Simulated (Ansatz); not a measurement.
BeSe:
```xyz
2
Lattice="0.0000 2.5889 2.5889 2.5889 0.0000 2.5889 2.5889 2.5889 0.0000" Properties=species:S:1:pos:R:3 pbc="T T T"
Be     2.5889     2.5889     2.5889
Se     3.8833     3.8833     3.8833
```

Tensor components refer to the Cartesian frame of this cell.

Question: Give the proper piezoelectric stress tensor with relaxed ions from PBE (plane waves, PAW; program Ansatz).

Answer: In C/m², rows x, y, z, Voigt columns; mesh uncertainty up to 0.00.
```
 0.00   0.00   0.00  -0.26   0.00   0.00
 0.00   0.00   0.00   0.00  -0.26   0.00
 0.00   0.00   0.00   0.00   0.00  -0.26
```

The elastic tensor of the same run (GPa):

```
 127  49.0  49.0   0.0   0.0   0.0
49.0   127  49.0   0.0   0.0   0.0
49.0  49.0   127   0.0   0.0   0.0
 0.0   0.0   0.0  66.0   0.0   0.0
 0.0   0.0   0.0   0.0  66.0   0.0
 0.0   0.0   0.0   0.0   0.0  66.0
```

Question: Convert to strain constants d = e·S.

Answer: In pC/N:
```
 0.0   0.0   0.0  -3.9   0.0   0.0
 0.0   0.0   0.0   0.0  -3.9   0.0
 0.0   0.0   0.0   0.0   0.0  -3.9
```

Space group F-43m (zinc blende). The cell was relaxed with PBE under the symmetry of its start; phonons on a q-mesh show no instability. The volume moved by 28 % from the start of the relaxation.

Potentials: the later of the program's two PAW sets.
